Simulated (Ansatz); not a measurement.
Data:

RuW:
```
RuW
1.0
    2.75675     0.00000     0.00000
   -1.37838     2.38742     0.00000
    0.00000     0.00000     4.41680
Ru W
1 1
Direct
  0.00000   0.00000   0.50000
  0.66667   0.33333   0.00000
```

This is the PBEsol-relaxed structure.

Problem. All from PBEsol (plane waves, PAW; program Ansatz), unless another level is named. Estimate the bulk modulus (Birch–Murnaghan fit).

Solution. 3240 kbar.

Problem. Give the highest zone-centre frequency.

Solution. 169 cm^-1.

Space group P-6m2. The first step of the workflow began from a Materials Project structure, measured or hypothetical; the Crystallography Open Database copy checked does not list it. With Ru and W taken as one species the cell has the higher symmetry P6_3/mmc, so it may be an ordered model of a mixed-site phase. Whether it is the stable phase at ambient conditions was not checked. Symmetry was held in the PBEsol relaxation; whether a distortion lowers the energy is not shown. No spin polarisation was allowed. As this level gives no gap, phonon frequencies hold no LO–TO term and depend on the k-mesh and smearing (Fermi–Dirac, 0.1 eV here). Spin–orbit coupling is left out wherever it is not named.

Potentials: the later of the program's two PAW sets.
